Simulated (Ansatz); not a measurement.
The start is a randomly generated symmetric cell of B6O (space group No. 157). A full variable-cell relaxation at zero pressure is run with PBE (plane waves to 420 eV, PAW, scalar-relativistic; Ansatz, a first-principles code). The first steps use a coarse 6×6×6 k-mesh.

The start:
```yaml
crystal:
  lattice:
    - [4.23695, 0.00000, 0.00000]
    - [-2.11847, 3.66930, 0.00000]
    - [0.00000, 0.00000, 3.68497]
  atoms:
    - { symbol: B, position: [0.33333, 0.66667, 0.27385] }
    - { symbol: B, position: [0.66667, 0.33333, 0.27385] }
    - { symbol: B, position: [0.54667, 0.00000, 0.80242] }
    - { symbol: B, position: [0.00000, 0.54667, 0.80242] }
    - { symbol: B, position: [0.45333, 0.45333, 0.80242] }
    - { symbol: B, position: [0.00000, 0.00000, 0.59518] }
    - { symbol: O, position: [0.00000, 0.00000, 0.97373] }
```

What pressure does the first self-consistent step give?

-19 GPa (negative: the cell is under tension).

Which atoms feel the largest initial force, and how large is it?

About 1.4 eV/Å, on B6 (atoms numbered as listed).

What symmetry does the relaxed structure have?

The space group goes from P31m (No. 157) to P6/mmm (No. 191), with 7 atoms in the primitive cell.

By how much does the energy per atom fall from start to end?

0.90 eV/atom.

How does the volume per atom move from start to end?

-13.9 %, from 8.18 to 7.05 Å³/atom.

How do the shortest distances between atoms change?

The closest pairs of elements (up to four, under 3.6 Å), start → end: B–O 1.39 → 1.34 Å; B–B 2.07 → 1.89 Å; O–O 3.68 → 2.68 Å.

Is the relaxed structure metallic? Give its gap.

No gap (metallic).

Give the final cell and atomic positions.


```cif
data_B6O
_chemical_formula_sum 'B6 O1'
_space_group_name_H-M_alt 'P6/mmm'
_space_group_IT_number 191
_space_group_name_Hall '-P 6 2'
_cell_length_a 4.61301
_cell_length_b 4.61301
_cell_length_c 2.67652
_cell_angle_alpha 90.000
_cell_angle_beta 90.000
_cell_angle_gamma 120.000
loop_
_atom_site_label
_atom_site_type_symbol
_atom_site_symmetry_multiplicity
_atom_site_Wyckoff_symbol
_atom_site_fract_x
_atom_site_fract_y
_atom_site_fract_z
_atom_site_occupancy
B1 B 2 d 0.33333 0.66667 0.50000 1
B2 B 3 f 0.00000 0.50000 0.00000 1
B3 B 1 a 0.00000 0.00000 0.00000 1
O1 O 1 b 0.00000 0.00000 0.50000 1
```

Final values are on a 12×12×17 k-mesh of the relaxed cell. No spin polarisation in the result.

The run could not lose the symmetry of its start, so the end can be a saddle point.

The relaxed structure here is a generated cell of B6O: the first start was made by a random draw of sites in a space group, and the end was not matched to a known phase here, so it may be hypothetical.
